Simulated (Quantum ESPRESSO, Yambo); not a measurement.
**LiBH$_{4}$: DFT and GW levels**

```
LiBH4
1.0
    6.39517     0.00000     0.00000
    0.00000     2.81584     2.78950
    0.00000    -2.81584     2.78950
H Li B
8 2 2
Direct
  0.59484   0.52733   0.16323
  0.40516   0.16323   0.52733
  0.90516   0.52733   0.16323
  0.09484   0.16323   0.52733
  0.75000   0.73891   0.77325
  0.25000   0.77325   0.73891
  0.75000   0.25641   0.81095
  0.25000   0.81095   0.25641
  0.50000   0.00548   0.00548
  0.00000   0.00548   0.00548
  0.75000   0.51475   0.98127
  0.25000   0.98127   0.51475
```

The geometry is that of Materials Project entry mp-1095543, symmetrised and not relaxed again.

Starting point: LDA (Quantum ESPRESSO, PseudoDojo norm-conserving, 76 Ry, no spin-orbit coupling). G0W0 in Yambo: 2×4×4 Γ-centred k mesh, bands 3 to 177 and a 8 Ry block in the screening, 177 bands in G with the Bruneval-Gonze terminator, plasmon pole fitted at 27.2 eV.

```yaml
LDA gap along the band path: 4.97 eV
LDA gap between the mesh's edge points ((0, 0, 0.25) → (0, -0.5, -0.5)): 4.97 eV
G0W0 gap between the same points: 7.87 eV
LDA smallest direct gap on the mesh (at (0, -0.5, -0.5)): 5.81 eV
G0W0 direct gap at that point: 8.80 eV
```

```tsv
k point	band	E LDA (eV)	E QP (eV)	shift (eV)	Z
(0, 0, 0.25)	VB	0.00	-1.82	-1.82	0.81
(0, 0, 0.25)	CB	6.52	7.68	1.16	0.85
(0, -0.5, -0.5)	VB	-0.84	-2.75	-1.91	0.81
(0, -0.5, -0.5)	CB	4.97	6.05	1.08	0.86
```

Energies count from the LDA valence-band maximum.

Nearest settings tried, and what they do to the gap: 135 bands in W, 135 bands in G: -18 meV; 6 Ry block (181 vectors against 267): -81 meV; 4×4×4 mesh: +9 meV. So the settings aren't converged at that level.

The structure is a Materials Project entry; no match was found in the copy of COD used, and its stability was not checked.
